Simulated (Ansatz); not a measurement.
AgI:
```
CELL_PARAMETERS angstrom
      4.44929     0.00000     0.00000
     -2.22465     3.85320     0.00000
      0.00000     0.00000    10.39365
ATOMIC_POSITIONS crystal
  Ag 0.49961 0.00000 0.33333
  Ag 0.00000 0.49961 0.66667
  Ag 0.50039 0.50039 0.00000
  I  0.49994 0.00000 0.83333
  I  0.00000 0.49994 0.16667
  I  0.50006 0.50006 0.50000
```

This is the PBEsol-relaxed structure.

**Question.** All from the program Ansatz at the PBEsol level (PAW), unless another level is named. Predict the electron effective mass.

**Answer.** 0.13 mₑ (isotropic).

**Question.** And the band gap?

**Answer.** 0.56 eV (indirect).

**Question.** Predict the hole effective mass.

**Answer.** 0.30, 0.30, 0.55 mₑ (principal values).

**Question.** What about the conduction-band minimum?

**Answer.** at Γ.

Space group P6_422. The start of the workflow was typed in or built on a structure type; neither database checked (COD, Materials Project) lists it. It is not the phase usual at ambient conditions (space group No. 186, 216). Symmetry was held in the PBEsol relaxation; whether a distortion lowers the energy is not shown. No spin polarisation was allowed. Point labels and valley counts follow the cell and symmetry of the run, lower than the named group. Spin–orbit coupling is left out wherever it is not named.

Potentials: the later of the program's two PAW sets.
